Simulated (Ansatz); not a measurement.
**What moves the field gradients of TiO2?**

Cell of run 1: a structure deposited in the COD, atoms as given.

Space group Pbca (No. 61); a = 5.1490, b = 9.1750, c = 5.4590 Å.

| site | Wyckoff | site symmetry | x | y | z |
| --- | --- | --- | --- | --- | --- |
| Ti | 8c | 1 | 0.1373 | 0.1290 | 0.9015 |
| O9 | 8c | 1 | 0.8168 | 0.0096 | 0.8510 |
| O17 | 8c | 1 | 0.4642 | 0.2312 | 0.8882 |

One atom of each set is listed.

Relaxed positions (PBE, cell held):

Ti (0.1390, 0.1290, 0.9050)
O9 (0.8157, 0.0095, 0.8509)
O17 (0.4642, 0.2301, 0.8912)

All runs are DFT with Ansatz 0.2.0 (plane waves and PAW, scalar-relativistic unless spin–orbit coupling is named, Γ-centred meshes, Fermi–Dirac smearing where given) in this cell.

Run 1: PBE, gradients read without the response of the cores, atoms as given; 420 eV, 4×3×4 k-points, smearing 0.02 eV.
Run 2: PBE, gradients read without the response of the cores, atoms relaxed; 420 eV, 4×3×4 k-points, smearing 0.02 eV.
Run 3: r2SCAN, gradients read without the response of the cores, at the relaxed atoms; 500 eV, 4×3×4 k-points, smearing 0.02 eV.

```tsv
run	Ti V_zz (η)	O9 V_zz (η)	O17 V_zz (η)
1	-1.81 (0.82)	2.08 (0.83)	-2.45 (0.91)
2	1.96 (0.93)	2.09 (0.86)	-2.48 (0.85)
3	?	?	?
```

V_zz in 10²¹ V/m².

Task: Estimate the row of run 3.

Result: Ti: 1.92 (0.92); O9: 2.24 (0.96); O17: -2.66 (0.77). It lies nearest to run 2, from whose tensors on these sites it differs by 0.26 at most (largest principal value of the difference, on O9). Taken one at a time, the positions of the atoms (as given or relaxed) move the tensors on these sites by up to 0.36 (largest principal value of the change, on Ti), the functional (r2SCAN with its higher cutoff) by 0.26 (O9). On some sites the largest principal value moves to another axis from run to run, and the sign of V_zz can flip with it. On Ti η is near 1, so the change of sign is little more than a relabelling of axes.
